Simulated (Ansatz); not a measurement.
Na8MgMn2O8: Field gradients at the nuclei

The cell is a Materials Project structure (computed, not necessarily an observed phase), taken as it stands.

```xyz
19
Lattice="5.8290 0.0000 0.0000 -1.6810 5.5908 0.0000 -1.6133 -0.6417 7.9819" Properties=species:S:1:pos:R:3 pbc="T T T"
Na    2.7486    0.1633    0.4103
Na    4.7434    2.7289    0.8017
Na    2.2133    2.3842    2.5437
Na    0.6915    0.1622    3.0345
Na    4.4522    0.1529    5.4308
Na    2.5017    2.5584    5.6957
Na   -0.3734    5.1077    5.6151
Na   -0.1534    2.3456    7.4332
Mg    2.2617    4.8860    2.8913
Mn   -0.7123    2.7319    3.9271
Mn    3.9897    5.5719    0.1252
O     0.8994    1.3180    0.9849
O     2.7750    4.2806    1.0403
O     0.5727    4.1152    3.5293
O     4.0705    1.2296    3.2332
O     3.6297    3.9786    4.0285
O     0.3871    1.6690    5.0737
O    -2.0876    3.8417    7.3201
O     2.8156    0.4306    7.1133
```

Atom numbers follow the list; atoms alike are taken as one site, whose name carries the number of the first.

Level of theory: DFT, PBE+U (U = 3.9 eV on Mn d), plane waves and PAW, scalar-relativistic, collinear spin, 420 eV cutoff, Γ-centred 4×4×3 k-points, Fermi–Dirac smearing 0.02 eV (Ansatz 0.2.0). Start moments as typed (μB): 0 0 0 0 0 0 0 0 0 4 -4 0 0 0 0 0 0 0 0 by atom.

V_zz is the principal component of the electric field gradient with the largest magnitude, η = (V_xx − V_yy)/V_zz and C_Q = eQV_zz/h.

²³Na: I = 3/2, Q = 104.0 mb; ²⁵Mg: I = 5/2, Q = 199.4 mb; 55Mn: I = 5/2, Q = 330.0 mb; O-17: I = 5/2, Q = -25.58 mb. Q values from Pyykkö, Mol. Phys. 116, 1328 (2018).

```json
{"site": "Na1", "atoms (order as listed)": "1", "first shell": "4 O at 2.25–2.34 Å; also 1 O at 3.29 Å", "V_xx, V_yy, V_zz (10²¹ V/m²)": "0.28, 2.07, -2.34", "η": "0.76", "C_Q (MHz)": "-5.89"}
{"site": "Na2", "atoms (order as listed)": "2", "first shell": "5 O at 2.37–2.93 Å; also 4 Na at 2.89–3.27 Å", "V_xx, V_yy, V_zz (10²¹ V/m²)": "0.42, 0.87, -1.28", "η": "0.35", "C_Q (MHz)": "-3.23"}
{"site": "Na3", "atoms (order as listed)": "3", "first shell": "5 O at 2.29–2.60 Å; also 1 Mg at 2.53 Å, 1 Na at 2.74 Å", "V_xx, V_yy, V_zz (10²¹ V/m²)": "0.34, 1.53, -1.87", "η": "0.63", "C_Q (MHz)": "-4.70"}
{"site": "Na4", "atoms (order as listed)": "4", "first shell": "5 O at 2.32–2.68 Å; also 2 Na at 2.73–2.74 Å", "V_xx, V_yy, V_zz (10²¹ V/m²)": "-0.21, -1.61, 1.82", "η": "0.77", "C_Q (MHz)": "4.58"}
{"site": "Na5", "atoms (order as listed)": "5", "first shell": "5 O at 2.35–2.85 Å; also 1 Mg at 2.73 Å, 3 Na at 2.76–3.17 Å, 2 Mn at 2.82–3.06 Å", "V_xx, V_yy, V_zz (10²¹ V/m²)": "0.22, 1.41, -1.63", "η": "0.73", "C_Q (MHz)": "-4.09"}
{"site": "Na6", "atoms (order as listed)": "6", "first shell": "4 O at 2.38–2.58 Å; also 2 O at 3.21–3.29 Å", "V_xx, V_yy, V_zz (10²¹ V/m²)": "-0.31, -1.84, 2.15", "η": "0.71", "C_Q (MHz)": "5.41"}
{"site": "Na7", "atoms (order as listed)": "7", "first shell": "5 O at 2.31–2.73 Å; also 3 Na at 2.73–2.78 Å", "V_xx, V_yy, V_zz (10²¹ V/m²)": "0.39, 0.88, -1.27", "η": "0.39", "C_Q (MHz)": "-3.20"}
{"site": "Na8", "atoms (order as listed)": "8", "first shell": "4 O at 2.34–2.51 Å", "V_xx, V_yy, V_zz (10²¹ V/m²)": "0.079, 0.71, -0.78", "η": "0.80", "C_Q (MHz)": "-1.97"}
{"site": "Mg", "atoms (order as listed)": "9", "first shell": "4 O at 1.96–2.01 Å", "V_xx, V_yy, V_zz (10²¹ V/m²)": "-0.36, -0.52, 0.88", "η": "0.19", "C_Q (MHz)": "4.24"}
{"site": "Mn10", "atoms (order as listed)": "10", "first shell": "4 O at 1.91–1.96 Å", "V_xx, V_yy, V_zz (10²¹ V/m²)": "-1.52, -3.30, 4.82", "η": "0.37", "C_Q (MHz)": "38.5"}
{"site": "Mn11", "atoms (order as listed)": "11", "first shell": "4 O at 1.91–2.00 Å", "V_xx, V_yy, V_zz (10²¹ V/m²)": "0.11, 2.11, -2.22", "η": "0.90", "C_Q (MHz)": "-17.7"}
{"site": "O12", "atoms (order as listed)": "12", "first shell": "1 Mn at 1.91 Å, 5 Na at 2.25–2.44 Å", "V_xx, V_yy, V_zz (10²¹ V/m²)": "-2.16, -3.82, 5.98", "η": "0.28", "C_Q (MHz)": "-3.70"}
{"site": "O13", "atoms (order as listed)": "13", "first shell": "1 Mn at 2.00 Å, 1 Mg at 2.01 Å, 4 Na at 2.34–2.52 Å", "V_xx, V_yy, V_zz (10²¹ V/m²)": "-0.54, -2.93, 3.47", "η": "0.69", "C_Q (MHz)": "-2.15"}
{"site": "O14", "atoms (order as listed)": "14", "first shell": "1 Mn at 1.93 Å, 1 Mg at 1.96 Å, 1 Na at 2.32 Å; also 2 Na at 2.50–2.58 Å", "V_xx, V_yy, V_zz (10²¹ V/m²)": "-0.72, -4.79, 5.51", "η": "0.74", "C_Q (MHz)": "-3.41"}
{"site": "O15", "atoms (order as listed)": "15", "first shell": "1 Mn at 1.96 Å, 1 Mg at 1.97 Å, 1 Na at 2.29 Å; also 4 Na at 2.48–3.21 Å", "V_xx, V_yy, V_zz (10²¹ V/m²)": "-1.08, -4.22, 5.30", "η": "0.59", "C_Q (MHz)": "-3.28"}
{"site": "O16", "atoms (order as listed)": "16", "first shell": "1 Mn at 1.94 Å, 1 Mg at 2.00 Å, 5 Na at 2.37–2.67 Å", "V_xx, V_yy, V_zz (10²¹ V/m²)": "-1.21, -3.87, 5.08", "η": "0.52", "C_Q (MHz)": "-3.14"}
{"site": "O17", "atoms (order as listed)": "17", "first shell": "1 Mn at 1.91 Å, 5 Na at 2.35–2.55 Å", "V_xx, V_yy, V_zz (10²¹ V/m²)": "-0.39, -5.03, 5.42", "η": "0.86", "C_Q (MHz)": "-3.35"}
{"site": "O18", "atoms (order as listed)": "18", "first shell": "1 Mn at 1.92 Å, 4 Na at 2.27–2.45 Å; also 1 Na at 2.73 Å", "V_xx, V_yy, V_zz (10²¹ V/m²)": "-1.54, -3.70, 5.23", "η": "0.41", "C_Q (MHz)": "-3.24"}
{"site": "O19", "atoms (order as listed)": "19", "first shell": "1 Mn at 1.93 Å, 4 Na at 2.30–2.37 Å; also 1 Na at 2.58 Å", "V_xx, V_yy, V_zz (10²¹ V/m²)": "-1.00, -3.66, 4.66", "η": "0.57", "C_Q (MHz)": "-2.88"}
```

At O14, O15 and O16 V_zz points along its one bond to Mn (within 12°) in each case.

The magnetic order is the one that the run reached from its start moments, not necessarily the measured one.
